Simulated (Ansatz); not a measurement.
HfN (rock salt)

```
CELL_PARAMETERS angstrom
      0.00000     2.26274     2.26274
      2.26274     0.00000     2.26274
      2.26274     2.26274     0.00000
ATOMIC_POSITIONS crystal
  N  0.00000 0.00000 0.00000
  Hf 0.50000 0.50000 0.50000
```

The slice is a {100} plane (indices of the conventional cell) through the point (0.500, 0.500, 0.500) (fractional), spanned by u = [100] and v = [0 1 -1] in vectors of this cell: u (3.20 Å) and v (3.20 Å, at 90° to u). It covers one period; positions are fractions (u, v).

Computed with r2SCAN (plane waves to 500 eV, PAW, scalar-relativistic; Ansatz, an electronic-structure program). k mesh 18×18×18. These are valence fields of a PAW run, semicore shells included where kept as valence: close to a nucleus they are smooth pseudo fields. HfN is run without spin polarisation. HfN was relaxed with its symmetry unable to fall. Spin-orbit coupling is left out, though Hf is heavy.

What is the valence density on the shortest N–Hf line in this plane (2.26 Å), at its minimum between the atoms?

0.49 e/Å³.

What is the ELF at the density minimum of the shortest N–Hf line in this plane (2.26 Å)?

0.2.

Predict the map of the valence electron density on the slice.


```
v \ u  0.00  0.12  0.25  0.38  0.50  0.62  0.75  0.88
-----  ----  ----  ----  ----  ----  ----  ----  ----
0.88    1.3   1.0   0.1  -0.5  -0.6  -0.5   0.1   1.0
0.75    0.4   0.1  -0.3  -0.2  -0.1  -0.2  -0.3   0.1
0.62   -0.6  -0.5  -0.2   0.3   0.5   0.3  -0.2  -0.5
0.50   -0.7  -0.6  -0.1   0.5   0.5   0.5  -0.1  -0.6
0.38   -0.6  -0.5  -0.2   0.3   0.5   0.3  -0.2  -0.5
0.25    0.4   0.1  -0.3  -0.2  -0.1  -0.2  -0.3   0.1
0.12    1.3   1.0   0.1  -0.5  -0.6  -0.5   0.1   1.0
0.00    1.5   1.3   0.4  -0.6  -0.7  -0.6   0.4   1.3
```

Values: log₁₀ of the valence density in e/Å³. The scale is logarithmic, as a density can span decades between atoms and voids.
